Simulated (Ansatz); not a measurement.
# Magnetic orders of NiCl2

All numbers below come from DFT r2SCAN, scalar-relativistic, plane waves, PAW in Ansatz 0.2.0.

```
CELL_PARAMETERS angstrom
5.72187 0.00000 0.00000
0.00000 5.72187 0.00000
0.00000 0.00000 3.58900
ATOMIC_POSITIONS crystal
Ni 0.00000 0.00000 0.00000
Ni 0.50000 0.50000 0.50000
Cl 0.30578 0.30578 0.00000
Cl 0.69422 0.69422 0.00000
Cl 0.80578 0.19422 0.50000
Cl 0.19422 0.80578 0.50000
```

```json
{"plane-wave cutoff": "500 eV", "Γ-centred k-mesh": "6×6×10", "occupation rule": "Gaussian smearing, 0.01 eV", "list of starting moments (μB, in atom order)": "2 2 0 0 0 0", "check for lower electronic states after the SCF": "off"}
```

All runs keep this geometry, which isn't relaxed for the lowest state (largest force there 0.047 eV/Å, pressure -1.5 GPa; forces reach 0.32 eV/Å in another state) and needn't be a stable compound; relaxing each order would shift the differences by some 10 meV/atom, going by the pressures and a bulk modulus of about 150 GPa. Signs run over the atoms with starting moments. Site moments are spin moments in atom-centred spheres that scale with the neighbour distance. The states are those that the runs reached from these starts; a lower one can exist.

Starts tried: no spin; ferromagnetic; antiferromagnetic in the cell, signs +-. Which state comes out lowest, and what are the moments?

The lowest state is antiferromagnetic, reached from the start “antiferromagnetic in the cell, signs +-”, with site moments (μB) Ni +1.58, Ni -1.58.

```
                                  start ends energy above lowest (meV/atom) site moments (μB) gap on mesh (eV) P (GPa)
                                no spin non-magnetic                             344                none over 0.05             metal     -5.2
                          ferromagnetic ferromagnetic                            24.5  Ni +1.64 (×2), Cl +0.15 (×4)              1.38     -0.9
antiferromagnetic in the cell, signs +-  antiferromagnetic                            0.00            Ni +1.58, Ni -1.58              1.74     -1.5
```

Cost: 3 runs of about 7.4 core-minutes in all, on Arm Neoverse V1 (shared hosts).